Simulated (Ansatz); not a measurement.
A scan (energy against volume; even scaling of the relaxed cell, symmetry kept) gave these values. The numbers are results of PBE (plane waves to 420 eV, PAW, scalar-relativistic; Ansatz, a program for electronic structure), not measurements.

- Bulk modulus B₀ (third-order Birch-Murnaghan fit) = 126 GPa
- Pressure derivative B₀′ (fit) = 4.8
- Equilibrium volume of the fit = 13.55 Å³/atom

Of these crystals, all scanned alike, which one is it?
(A) BeSe (zinc blende)
(B) CdO (rock salt)
(C) BN (zinc blende)

B, CdO (rock salt). The others have, for the bulk modulus: BN 371 GPa, BeSe 75.1 GPa

All were relaxed with their symmetry unable to fall.

(A scan under strain: stresses follow from slopes of the energy per volume, elastic moduli from its curvatures.)
